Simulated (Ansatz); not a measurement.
BAs:
```yaml
crystal:
  lattice:
    - [3.36464, 0.00000, 0.00000]
    - [-1.68232, 2.91386, 0.00000]
    - [0.00000, 0.00000, 5.57364]
  atoms:
    - { symbol: B, position: [0.33333, 0.66667, 0.37458] }
    - { symbol: B, position: [0.66667, 0.33333, 0.87458] }
    - { symbol: As, position: [0.33333, 0.66667, 0.00042] }
    - { symbol: As, position: [0.66667, 0.33333, 0.50042] }
```

Relaxed with r²SCAN. Independent-particle spectrum: no excitons, no local fields, no scissors shift; 0.1 eV broadening; ε₁ of the summed bands alone.

Q: Tabulate the dielectric function from the program Ansatz at the r²SCAN level (PAW).

A: 

```csv
E (eV),ε₁ xx,ε₂ xx,ε₁ zz,ε₂ zz
0.0,8.94,0.00,9.51,0.00
0.5,9.00,0.00,9.57,0.00
1.0,9.17,0.00,9.79,0.00
1.5,9.47,0.00,10.18,0.00
2.0,9.95,0.00,10.81,0.00
2.5,10.68,0.00,11.87,0.00
3.0,11.92,0.05,13.94,0.47
3.5,13.53,0.90,16.51,2.76
4.0,15.53,1.54,16.79,6.89
4.5,20.00,3.21,16.59,9.30
5.0,29.74,11.44,17.91,13.37
5.5,14.43,29.20,15.58,21.72
6.0,2.01,31.27,4.17,27.20
6.5,-7.59,19.28,-8.19,19.81
7.0,-7.71,13.19,-8.25,13.41
7.5,-6.96,10.31,-7.72,9.75
8.0,-6.74,7.95,-7.27,6.78
8.5,-5.96,5.73,-5.60,4.83
9.0,-5.11,4.79,-4.91,3.88
9.5,-4.54,3.82,-3.84,3.06
10.0,-4.06,2.93,-2.95,2.94
10.5,-3.45,2.51,-3.18,3.02
11.0,-3.08,2.02,-3.00,2.30
11.5,-2.65,1.81,-2.57,1.90
12.0,-2.40,1.47,-2.33,1.70
```

Q: From ε at 4.4 eV (xx: 18.78 + 2.55i), find n, k, the normal reflectivity and the absorption coefficient.

A: n = 4.34, k = 0.294, R = 39 %, α = 2kE/ħc = 130000 cm⁻¹.

With all bands, ε∞ without local fields is 9.00 (xx = yy), 9.56 (zz). DFPT, with local fields, gives 8.92 (xx = yy), 9.70 (zz).

Space group P6_3mc (wurtzite). The first step of the workflow began from a Materials Project structure, measured or hypothetical; the Crystallography Open Database copy checked does not list it. It is not the phase usual at ambient conditions (space group No. 216). The r²SCAN relaxation kept the symmetry of its start; its stability against distortions is not shown here. Scalar-relativistic: spin–orbit coupling is off unless named, which matters more the heavier the elements.

Potentials: the earlier of the program's two PAW sets. The files were generated under PBE; for other functionals the program regenerates the frozen cores, and for LDA and PBEsol the local potential too.
